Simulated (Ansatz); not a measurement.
KBr (rock salt, Fm-3m), a = b = c = 6.6088 Å, α = β = γ = 90.00°; the cell used has 2 atoms.

Relaxed with r²SCAN.

Task: Tabulate the valence density and the electron localisation function along the shortest K–Br contact (3.30 Å), DFT-r²SCAN in the program Ansatz with PAW potentials.

Result: 

| distance from K (Å) | density (e/Å³) | ELF |
|---|---|---|
| 0.33 | 4.05 | 0.77 |
| 0.50 | 3.23 | 0.86 |
| 0.66 | 2.03 | 0.88 |
| 0.83 | 1.03 | 0.85 |
| 0.99 | 0.45 | 0.72 |
| 1.16 | 0.19 | 0.33 |
| 1.32 | 0.10 | 0.06 |
| 1.49 | 0.07 | 0.03 |
| 1.65 | 0.09 | 0.12 |
| 1.82 | 0.13 | 0.48 |
| 1.98 | 0.22 | 0.74 |
| 2.15 | 0.38 | 0.83 |
| 2.31 | 0.63 | 0.88 |
| 2.48 | 0.95 | 0.88 |
| 2.64 | 1.18 | 0.77 |
| 2.81 | 1.04 | 0.38 |
| 2.97 | 0.60 | 0.03 |

The density is the valence pseudo-density with augmentation charge, so density and ELF within about 1 Å of a nucleus are not all-electron values.

The r²SCAN relaxation kept the symmetry of its start; phonons on a q-mesh show no instability.

Potentials: the later of the program's two PAW sets.
